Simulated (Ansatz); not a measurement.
Cr3B4:
```
CELL_PARAMETERS angstrom
     -1.47557     1.48047     6.41311
      1.47557    -1.48047     6.41311
      1.47557     1.48047    -6.41311
ATOMIC_POSITIONS crystal
  Cr 0.18542 0.18542 0.00000
  Cr 0.81458 0.81458 0.00000
  B  0.35910 0.35910 0.00000
  B  0.64090 0.64090 0.00000
  Cr 0.00000 0.50000 0.50000
  B  0.43367 0.93367 0.50000
  B  0.56633 0.06633 0.50000
```
Starting moments (μB, in the order of the atoms Cr Cr B B Cr B B): 0.5 0.5 -0.1 -0.1 1.8 -0.1 -0.1.

Relaxed with r²SCAN.

Q: Which orbitals make up the states near the Fermi level in plane-wave PAW r²SCAN (Ansatz code)?

A: Within 0.5 eV of the Fermi level: Cr 3d 90 %, B 2p 8 %. Projections are on Löwdin-orthogonalised atomic valence shells; empty p or d shells of many metals are not among them.

Q: Tabulate the density of states.

A: States/eV per cell of 7 atoms, in 0.25 eV bins, energy from the Fermi level.

| E (eV) | total | Cr 3d | B 2p | B 2s |
|---|---|---|---|---|
| -7.85 | 0.86 | 0.20 | 0.48 | 0.14 |
| -7.60 | 1.40 | 0.29 | 0.84 | 0.18 |
| -7.35 | 1.50 | 0.33 | 0.93 | 0.16 |
| -7.10 | 1.39 | 0.33 | 0.87 | 0.12 |
| -6.85 | 1.69 | 0.40 | 1.09 | 0.11 |
| -6.60 | 2.12 | 0.52 | 1.36 | 0.12 |
| -6.35 | 2.39 | 0.57 | 1.56 | 0.12 |
| -6.10 | 2.09 | 0.54 | 1.33 | 0.11 |
| -5.85 | 2.09 | 0.67 | 1.22 | 0.10 |
| -5.60 | 2.44 | 0.91 | 1.32 | 0.11 |
| -5.35 | 2.77 | 1.11 | 1.40 | 0.15 |
| -5.10 | 2.79 | 1.14 | 1.37 | 0.16 |
| -4.85 | 2.88 | 1.26 | 1.38 | 0.12 |
| -4.60 | 4.20 | 1.88 | 2.04 | 0.13 |
| -4.35 | 5.37 | 2.47 | 2.59 | 0.13 |
| -4.10 | 5.52 | 2.66 | 2.59 | 0.10 |
| -3.85 | 5.09 | 2.62 | 2.20 | 0.09 |
| -3.60 | 3.93 | 2.27 | 1.49 | 0.05 |
| -3.35 | 3.73 | 2.41 | 1.17 | 0.05 |
| -3.10 | 3.26 | 2.31 | 0.82 | 0.05 |
| -2.85 | 4.05 | 3.28 | 0.62 | 0.04 |
| -2.60 | 3.99 | 3.44 | 0.44 | 0.02 |
| -2.35 | 3.01 | 2.61 | 0.33 | 0.02 |
| -2.10 | 2.79 | 2.45 | 0.28 | 0.02 |
| -1.85 | 2.15 | 1.89 | 0.22 | 0.01 |
| -1.60 | 2.35 | 2.10 | 0.22 | 0.01 |
| -1.35 | 2.49 | 2.26 | 0.20 | 0.01 |
| -1.10 | 2.67 | 2.43 | 0.22 | 0.01 |
| -0.85 | 2.50 | 2.27 | 0.20 | 0.01 |
| -0.60 | 3.85 | 3.52 | 0.28 | 0.02 |
| -0.35 | 3.66 | 3.29 | 0.31 | 0.02 |
| -0.10 | 3.38 | 3.05 | 0.28 | 0.02 |
| 0.15 | 3.65 | 3.31 | 0.28 | 0.02 |
| 0.40 | 3.99 | 3.61 | 0.31 | 0.03 |
| 0.65 | 5.92 | 5.29 | 0.51 | 0.05 |
| 0.90 | 6.63 | 5.73 | 0.72 | 0.09 |
| 1.15 | 5.81 | 4.95 | 0.67 | 0.10 |
| 1.40 | 4.26 | 3.60 | 0.53 | 0.08 |
| 1.65 | 3.59 | 2.92 | 0.53 | 0.08 |
| 1.90 | 3.51 | 2.67 | 0.67 | 0.11 |
| 2.15 | 4.08 | 2.97 | 0.89 | 0.15 |
| 2.40 | 4.25 | 2.97 | 1.02 | 0.18 |
| 2.65 | 3.38 | 2.38 | 0.79 | 0.14 |
| 2.90 | 2.95 | 1.94 | 0.82 | 0.13 |
| 3.15 | 3.02 | 1.84 | 0.87 | 0.22 |
| 3.40 | 2.18 | 1.23 | 0.69 | 0.18 |
| 3.65 | 1.72 | 0.92 | 0.58 | 0.15 |
| 3.90 | 1.75 | 0.91 | 0.60 | 0.17 |
| 4.15 | 2.64 | 1.26 | 0.97 | 0.27 |
| 4.40 | 2.09 | 0.89 | 0.84 | 0.22 |
| 4.65 | 1.95 | 0.77 | 0.76 | 0.26 |

Space group Immm. The workflow started from an entry of the Crystallography Open Database (COD). Its standing as an ambient phase is unchecked. The cell was relaxed with r²SCAN under the symmetry of its start; whether a distortion lowers the energy is not shown. The final state is ferromagnetic, the only order run, not a proven ground state. Other orbital occupations within this spin state were not tried. For itinerant 3d metals, meta-GGAs of the SCAN family and hybrids are commonly reported to give too large moments.

Potentials: the later of the program's two PAW sets.
